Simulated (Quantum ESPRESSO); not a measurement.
# Planted mistakes on one cell of Ga7InP8

These are calculations, not measurements. They come from pw.x of Quantum ESPRESSO 7.5, a plane-wave density functional program, with PseudoDojo standard norm-conserving files (v0.5 for PBE, v0.4.1 for LDA and PBEsol). The cells are made up: elements, strain and atom displacements were drawn at random, and nothing was relaxed. There is no spin polarisation, spin-orbit coupling or dispersion term.

The cell has 16 sites of a zincblende or diamond lattice (two cubes along c). Sites 1 to 8 hold Ga Ga Ga Ga Ga In Ga Ga; sites 9 to 16 hold P P P P P P P P. Cell vectors in Å: (5.412, 0.009, 0.011); (0.009, 5.440, -0.026); (0.023, -0.052, 11.177). Settings: PBE, cutoff 1088 eV, 4 x 4 x 2 k mesh shifted by half a step, Fermi-Dirac smearing of 0.025 eV.

The intended run has a self-consistency threshold of 1e-07 eV, a smearing term of 0.000 eV, a pressure of 5.15 GPa and 12 iterations. Each further run changes one thing: all lengths scaled by 1.0117; atoms of sites 5 and 9 exchanged; cutoff 717 eV; files of PBEsol; k mesh 2 x 2 x 2; one electron removed; smearing 0.32 eV; threshold 0.4 eV. A coarse mesh keeps the shift, and a charged cell sits in a uniform background.

| run | change of free energy (eV) | smearing term -TS (eV) | change of P (GPa) | largest change of a force component (eV/Å) | iterations |
| --- | --- | --- | --- | --- | --- |
| A | 28.309 | 0.000 | -3.14 | 0.084 | 12 |
| B | 24.715 | 0.000 | -91.16 | 0.013 | 13 |
| C | 4.186 | -0.006 | 1.42 | 0.474 | 13 |
| D | -7.516 | -0.002 | -6.32 | 0.122 | 12 |
| E | 0.283 | 0.000 | 0.38 | 1.632 | 4 |
| F | -0.263 | 0.000 | -3.05 | 0.248 | 12 |
| G | 0.308 | 0.000 | 0.10 | 0.033 | 12 |
| H | -0.067 | -0.322 | 0.06 | 0.032 | 12 |

A rerun of the intended cell at 1377 eV and k mesh 6 x 6 x 4 moved values by no more than 0.020 eV in the cell's energy, 0.03 GPa in stress and 0.002 eV/Å in force.

Question: which change belongs to which run?

## Worked reading

Run E has the fewest iterations, as a run stopped early does. Run H has the largest smearing term, as wide smearing gives. Run B has a higher energy and the largest fall in pressure, as too small a basis gives. Run F changes the volume by a factor of 1.0355; minus its pressure change over the logarithm of that factor, 87 GPa, is a rough bulk modulus with clamped atoms. Energies from files of another functional, or of a charged cell, have another zero and say nothing on stability; the pressure of a charged cell rests on the program's zero of potential too.

## Key

| run | change |
| --- | --- |
| A | files of PBEsol |
| B | cutoff 717 eV |
| C | atoms of sites 5 and 9 exchanged |
| D | one electron removed |
| E | threshold 0.4 eV |
| F | all lengths scaled by 1.0117 |
| G | k mesh 2 x 2 x 2 |
| H | smearing 0.32 eV |